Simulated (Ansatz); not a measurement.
InP:
```yaml
crystal:
  lattice:
    - [7.27299, 0.00000, 0.00000]
    - [0.00000, 7.27299, 0.00000]
    - [0.00000, 0.00000, 7.27299]
  atoms:
    - { symbol: In, position: [0.25000, 0.00000, 0.50000] }
    - { symbol: In, position: [0.50000, 0.25000, 0.00000] }
    - { symbol: In, position: [0.50000, 0.75000, 0.00000] }
    - { symbol: In, position: [0.75000, 0.00000, 0.50000] }
    - { symbol: In, position: [0.00000, 0.50000, 0.75000] }
    - { symbol: In, position: [0.00000, 0.50000, 0.25000] }
    - { symbol: P, position: [0.25000, 0.50000, 0.00000] }
    - { symbol: P, position: [0.00000, 0.25000, 0.50000] }
    - { symbol: P, position: [0.00000, 0.75000, 0.50000] }
    - { symbol: P, position: [0.75000, 0.50000, 0.00000] }
    - { symbol: P, position: [0.50000, 0.00000, 0.75000] }
    - { symbol: P, position: [0.50000, 0.00000, 0.25000] }
```

Relaxed with r²SCAN. Special points in fractions of this cell's reciprocal vectors: Γ (0.000, 0.000, 0.000); X (0.000, 0.500, 0.000); M (0.500, 0.500, 0.000); R (0.500, 0.500, 0.500).

Question: List the band energies nearest the valence-band maximum at these points for r²SCAN with spin–orbit coupling (plane waves, PAW; program Ansatz).

Answer: In eV from the valence-band maximum; about four levels below and three above (degenerate sets whole), none deeper than 8.9 eV; points with the same levels are listed once.

```
k                                            below                                    above
-  -----------------------------------------------  ---------------------------------------
Γ                              0.00 0.00 0.00 0.00            1.02 1.02 1.61 1.61 1.61 1.61
X                          -0.32 -0.32 -0.32 -0.32                      1.56 1.56 1.56 1.56
M                          -0.84 -0.84 -0.36 -0.36                      2.26 2.26 2.30 2.30
R  -1.39 -1.39 -1.39 -1.39 -1.39 -1.39 -1.39 -1.39  3.41 3.41 3.41 3.41 3.41 3.41 3.41 3.41
```

Space group Pm-3n. The start of the workflow was typed in or built on a structure type; neither database checked (COD, Materials Project) lists it. It is not the phase usual at ambient conditions (space group No. 216). The r²SCAN relaxation kept the symmetry of its start; whether a distortion lowers the energy is not shown. The volume moved by 28 % from the start of the relaxation.

Potentials: the earlier of the program's two PAW sets. The files were generated under PBE; for other functionals the program regenerates the frozen cores, and for LDA and PBEsol the local potential too.
